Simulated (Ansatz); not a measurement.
**CuHCSO5: ⁶⁵Cu nuclear quadrupole resonance**

Cell: an entry of the Crystallography Open Database (COD), its atoms then relaxed with PBE in this cell.

Space group P2_1/c (No. 14); a = 8.5900, b = 4.8980, c = 12.0274 Å, β = 95.19°.

| site | Wyckoff | site symmetry | x | y | z |
| --- | --- | --- | --- | --- | --- |
| Cu | 4e | 1 | 0.2394 | 0.2457 | 0.0348 |
| H | 4e | 1 | 0.8941 | 0.1241 | 0.2932 |
| C | 4e | 1 | 0.3995 | 0.0996 | 0.1172 |
| S | 4e | 1 | 0.8841 | 0.2455 | 0.1211 |
| O17 | 4e | 1 | 0.0417 | 0.3741 | 0.1222 |
| O21 | 4e | 1 | 0.8350 | 0.2639 | 0.2438 |
| O25 | 4e | 1 | 0.7614 | 0.3976 | 0.0544 |
| O29 | 4e | 1 | 0.5003 | 0.9897 | 0.1673 |
| O33 | 4e | 1 | 0.8909 | 0.9544 | 0.0913 |

One atom of each set is listed.

All values are calculated (Ansatz; DFT, PBE, plane waves and PAW, scalar-relativistic, 420 eV cutoff, Γ-centred 3×5×2 k-points, Fermi–Dirac smearing 0.02 eV), not measured.

⁶⁵Cu: I = 3/2, Q = -204.0 mb (year-2017 value). Static lattice, zero field.

(1) At which frequencies do the ⁶⁵Cu NQR lines lie?

(2) And for Cu-63 (I = 3/2, Q = -220.0 mb) on Cu?

Answers

(1) For I = 3/2 there is one line, ν = (|C_Q|/2)(1 + η²/3)^½.

```
site  atoms  V_zz (10²¹ V/m²)  C_Q (MHz)     η  line frequencies (MHz)
  Cu      4             -2.02       9.96  0.82                    5.51
```

(2) C_Q scales with Q to 10.7 MHz, with lines at 5.95 MHz.

The entry's hydrogen positions were far off; the other atoms hardly move on relaxation.
